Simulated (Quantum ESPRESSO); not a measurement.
## Band energies of GaN at +2 % biaxial strain

```xyz
4
Lattice="3.2475 0.0000 0.0000 -1.6237 2.8124 0.0000 0.0000 0.0000 5.1364" Properties=species:S:1:pos:R:3 pbc="T T T"
N      1.6237     0.9375     4.5108
N      0.0000     1.8749     1.9426
Ga     1.6237     0.9375     2.5517
Ga     0.0000     1.8749     5.1199
```

PBEsol (Quantum ESPRESSO, PseudoDojo norm-conserving, 84 Ry, scalar-relativistic); path ΓMKΓALHA,LM,KH; energies in eV from the valence-band maximum.

```
k (1/Å)  point  band 14  band 15  band 16  band 17  band 18  band 19  band 20  band 21
-------  -----  -------  -------  -------  -------  -------  -------  -------  -------
0.00         Γ    -1.21    -1.21    -0.12    -0.12     0.00     1.67     3.66     9.10
0.34              -2.61    -1.62    -1.61    -0.30    -0.24     3.04     4.78     8.02
0.67              -4.64    -3.56    -2.37    -1.02    -0.73     4.45     5.32     6.92
1.01              -5.13    -4.25    -2.83    -2.05    -1.03     4.63     5.28     6.11
1.12         M    -5.23    -4.16    -2.87    -2.18    -1.05     4.61     5.29     6.05
1.33              -5.18    -4.12    -3.32    -2.25    -1.49     5.38     5.73     5.92
1.65              -5.20    -5.02    -3.25    -2.70    -2.56     5.25     7.16     7.45
1.76         K    -5.33    -5.29    -2.97    -2.97    -2.66     5.18     7.42     7.42
1.98              -5.35    -4.49    -3.67    -2.37    -2.28     5.44     6.84     7.50
2.30              -4.34    -4.29    -3.00    -1.41    -1.21     5.30     6.59     6.81
2.62              -3.07    -2.48    -1.67    -0.53    -0.40     3.57     5.32     7.74
3.05         Γ    -1.21    -1.21    -0.12    -0.12     0.00     1.67     3.66     9.10
3.42              -1.91    -0.99    -0.99    -0.35    -0.35     3.15     3.88     8.54
3.66         A    -3.72    -0.68    -0.68    -0.68    -0.68     3.88     3.88     8.29
3.77              -3.73    -0.79    -0.79    -0.71    -0.71     3.99     3.99     8.18
4.07              -4.07    -1.73    -1.73    -1.12    -1.12     4.90     4.90     7.31
4.37              -5.36    -1.97    -1.97    -1.68    -1.68     4.73     4.73     7.42
4.68              -6.50    -2.01    -2.01    -1.79    -1.79     4.27     4.27     7.50
4.78         L    -6.60    -2.04    -2.04    -1.78    -1.78     4.23     4.23     7.49
5.00              -6.51    -2.73    -2.73    -1.55    -1.55     4.75     4.75     7.66
5.32              -6.23    -4.06    -4.06    -1.37    -1.37     6.13     6.13     7.39
5.43         H    -6.21    -4.18    -4.18    -1.36    -1.36     6.32     6.32     7.21
5.70              -6.08    -3.59    -3.59    -1.47    -1.47     5.82     5.82     7.64
5.98              -5.27    -2.48    -2.48    -1.73    -1.73     5.54     5.54     7.32
6.25              -4.20    -1.79    -1.79    -1.37    -1.37     5.16     5.16     7.17
6.53              -3.75    -1.01    -1.01    -0.78    -0.78     4.22     4.22     7.96
6.72         A    -3.72    -0.68    -0.68    -0.68    -0.68     3.88     3.88     8.29
6.72         L    -6.60    -2.04    -2.04    -1.78    -1.78     4.23     4.23     7.49
7.02              -5.84    -3.21    -2.63    -1.60    -1.36     4.15     4.73     7.39
7.33         M    -5.23    -4.16    -2.87    -2.18    -1.05     4.61     5.29     6.05
7.33         K    -5.33    -5.29    -2.97    -2.97    -2.66     5.18     7.42     7.42
7.53              -5.62    -5.15    -2.91    -2.52    -2.52     5.53     7.24     7.24
7.94         H    -6.21    -4.18    -4.18    -1.36    -1.36     6.32     6.32     7.21
```

The PBEsol gap is direct, 1.67 eV at Γ.

Spin-orbit splittings are left out.

Geometry strained from the cell relaxed with PBEsol, atoms relaxed again.
